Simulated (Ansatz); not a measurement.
Starting cell, WSe₂ (2H-MoS2 type, space group P6_3/mmc):

```xyz
6
Lattice="3.2995 0.0000 0.0000 -1.6498 2.8575 0.0000 0.0000 0.0000 13.1475" Properties=species:S:1:pos:R:3 pbc="T T T"
W      0.0000     1.9050     3.2869
W      1.6498     0.9525     9.8606
Se     0.0000     1.9050     8.1954
Se     1.6498     0.9525     1.6216
Se     1.6498     0.9525     4.9521
Se     0.0000     1.9050    11.5258
```

In this cell atom 5 (Se, nearest neighbour W at 2.530 Å; its periodic images, 3.3 Å or more away, move with it) is moved by s towards the nearest neighbour, unit vector (0.000, -0.753, -0.658); all other atoms and the cell stay fixed.

These are r2SCAN+rVV10 (plane waves to 500 eV, PAW, scalar-relativistic; Ansatz, an electronic-structure program) values and carry that method's errors. k mesh 9×9×2 (Γ-centred), Fermi-Dirac smearing 0.05 eV. Energies are smeared free energies. Left out: 1 of 11 points, with atoms too close for the PAW data. Spin-orbit coupling is left out, though W is heavy. The PAW data are Ansatz's earlier set. WSe2 is run without spin polarisation. WSe2 was relaxed with its symmetry unable to fall. The zero of ΔE is the undisplaced structure.

```
s (Å)   ΔE (meV/cell)
------  -------------
-0.510            998
-0.408       withheld
-0.306            433
-0.204            212
-0.102             59
0.000               0
0.102              73
0.204             329
0.306             836
0.408            1691
```

**Question.** Fit a polynomial form (powers 2, 3, 4) to the given rows and predict ΔE at s = -0.408.

**Answer.** Least squares on the 9 given rows: ΔE = (6346)·s² + (7331)·s³ + (4753)·s⁴, in meV/cell with s in Å; root-mean-square residual 4.9 meV/cell. At -0.408 the fit gives 690 meV/cell; the calculation gives 700 meV/cell, so the interpolation is off by -10 (-1.4 %). The quadratic term alone would give 1056 meV/cell.

(A displaced cell: forces are minus the slopes of the energy, force constants its curvatures, and phonons follow from these.)
